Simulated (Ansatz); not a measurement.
TiAl2:
```cif
data_Al8Ti4
_chemical_formula_sum 'Ti4 Al8'
_space_group_name_H-M_alt 'Cmmm'
_space_group_IT_number 65
_space_group_name_Hall '-C 2 2'
_cell_length_a 3.86324
_cell_length_b 11.94763
_cell_length_c 3.93128
_cell_angle_alpha 90.000
_cell_angle_beta 90.000
_cell_angle_gamma 90.000
loop_
_space_group_symop_operation_xyz
  'x, y, z'
  '-x, -y, -z'
  '-x, -y, z'
  'x, y, -z'
  'x, -y, -z'
  '-x, y, z'
  '-x, y, -z'
  'x, -y, z'
  'x+1/2, y+1/2, z'
  '-x+1/2, -y+1/2, -z'
  '-x+1/2, -y+1/2, z'
  'x+1/2, y+1/2, -z'
  'x+1/2, -y+1/2, -z'
  '-x+1/2, y+1/2, z'
  '-x+1/2, y+1/2, -z'
  'x+1/2, -y+1/2, z'
loop_
_atom_site_label
_atom_site_type_symbol
_atom_site_symmetry_multiplicity
_atom_site_Wyckoff_symbol
_atom_site_fract_x
_atom_site_fract_y
_atom_site_fract_z
_atom_site_occupancy
Ti1 Ti 4 i 0.00000 0.15610 0.00000 1
Al1 Al 2 b 0.00000 0.50000 0.00000 1
Al2 Al 2 d 0.50000 0.50000 0.50000 1
Al3 Al 4 j 0.50000 0.17298 0.50000 1
```
(The calculation used a cell of 6 atoms; values per cell refer to that cell.)

Relaxed with LDA.

Q: Which orbitals make up the states near the Fermi level in plane-wave PAW LDA (Ansatz code)?

A: Within 0.5 eV of the Fermi level: Ti 3d 70 %, Al 3p 21 %. Projections are on Löwdin-orthogonalised atomic valence shells; empty p or d shells of many metals are not among them.

Q: Tabulate the density of states.

A: States/eV per cell of 6 atoms, in 0.25 eV bins, energy from the Fermi level.

| E (eV) | total | Ti 3d | Al 3p | Al 3s |
|---|---|---|---|---|
| -7.85 | 1.12 | 0.04 | 0.52 | 0.42 |
| -7.60 | 0.92 | 0.04 | 0.42 | 0.33 |
| -7.35 | 0.86 | 0.05 | 0.39 | 0.31 |
| -7.10 | 1.12 | 0.06 | 0.51 | 0.38 |
| -6.85 | 1.40 | 0.09 | 0.65 | 0.47 |
| -6.60 | 1.41 | 0.11 | 0.66 | 0.47 |
| -6.35 | 1.35 | 0.11 | 0.63 | 0.46 |
| -6.10 | 1.44 | 0.13 | 0.67 | 0.49 |
| -5.85 | 1.51 | 0.16 | 0.69 | 0.52 |
| -5.60 | 1.72 | 0.20 | 0.78 | 0.60 |
| -5.35 | 1.74 | 0.24 | 0.76 | 0.62 |
| -5.10 | 1.61 | 0.26 | 0.67 | 0.59 |
| -4.85 | 1.82 | 0.32 | 0.76 | 0.64 |
| -4.60 | 1.62 | 0.29 | 0.72 | 0.51 |
| -4.35 | 1.57 | 0.30 | 0.72 | 0.44 |
| -4.10 | 1.74 | 0.35 | 0.86 | 0.39 |
| -3.85 | 1.99 | 0.41 | 1.05 | 0.37 |
| -3.60 | 1.88 | 0.38 | 1.03 | 0.31 |
| -3.35 | 2.23 | 0.49 | 1.24 | 0.33 |
| -3.10 | 2.48 | 0.59 | 1.40 | 0.32 |
| -2.85 | 2.57 | 0.67 | 1.47 | 0.29 |
| -2.60 | 3.07 | 0.82 | 1.83 | 0.26 |
| -2.35 | 3.40 | 1.03 | 2.00 | 0.22 |
| -2.10 | 4.31 | 1.69 | 2.23 | 0.22 |
| -1.85 | 4.51 | 2.00 | 2.08 | 0.25 |
| -1.60 | 4.46 | 2.21 | 1.83 | 0.23 |
| -1.35 | 3.36 | 1.83 | 1.24 | 0.14 |
| -1.10 | 4.14 | 2.42 | 1.41 | 0.16 |
| -0.85 | 3.13 | 1.96 | 0.95 | 0.11 |
| -0.60 | 3.43 | 2.21 | 0.96 | 0.12 |
| -0.35 | 3.61 | 2.43 | 0.89 | 0.13 |
| -0.10 | 2.77 | 1.99 | 0.55 | 0.09 |
| 0.15 | 2.30 | 1.67 | 0.42 | 0.08 |
| 0.40 | 2.88 | 2.05 | 0.54 | 0.10 |
| 0.65 | 3.87 | 2.83 | 0.66 | 0.12 |
| 0.90 | 4.31 | 3.18 | 0.71 | 0.13 |
| 1.15 | 5.93 | 4.41 | 0.92 | 0.18 |
| 1.40 | 6.31 | 4.74 | 0.89 | 0.19 |
| 1.65 | 8.26 | 6.32 | 1.14 | 0.23 |
| 1.90 | 6.79 | 5.13 | 0.95 | 0.20 |
| 2.15 | 3.52 | 2.26 | 0.71 | 0.14 |
| 2.40 | 2.10 | 1.10 | 0.54 | 0.16 |
| 2.65 | 2.00 | 0.82 | 0.50 | 0.20 |
| 2.90 | 2.67 | 0.99 | 0.53 | 0.40 |
| 3.15 | 3.45 | 1.41 | 0.77 | 0.69 |
| 3.40 | 5.04 | 2.28 | 1.21 | 1.02 |
| 3.65 | 4.45 | 1.86 | 1.06 | 1.09 |
| 3.90 | 4.30 | 1.53 | 1.16 | 1.03 |
| 4.15 | 4.16 | 1.36 | 1.08 | 1.14 |
| 4.40 | 2.87 | 0.78 | 0.86 | 0.74 |
| 4.65 | 2.69 | 0.64 | 0.89 | 0.70 |

The first step of the workflow began from a Materials Project structure, measured or hypothetical; the Crystallography Open Database files this formula in space group No. 65, but the cells were not matched. Whether it is the stable phase at ambient conditions was not checked. The LDA relaxation kept the symmetry of its start; its stability against distortions is not shown here. The run is not spin-polarised.

Potentials: the later of the program's two PAW sets.
